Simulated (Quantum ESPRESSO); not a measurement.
```
ZnSe
1.0
    0.00000     2.81641     2.81641
    2.81641     0.00000     2.81641
    2.81641     2.81641     0.00000
Zn Se
1 1
Direct
  0.00000   0.00000   0.00000
  0.25000   0.25000   0.25000
```

Cell and atoms were relaxed with PBEsol from Materials Project entry mp-1190, within its symmetry.

**Question.** What does PBE (Quantum ESPRESSO, PseudoDojo norm-conserving, 86 Ry, without SOC) give for the electronic structure near the Fermi level?

**Answer.** The PBE gap is direct, 1.36 eV at Γ. Spin-orbit splittings are left out.
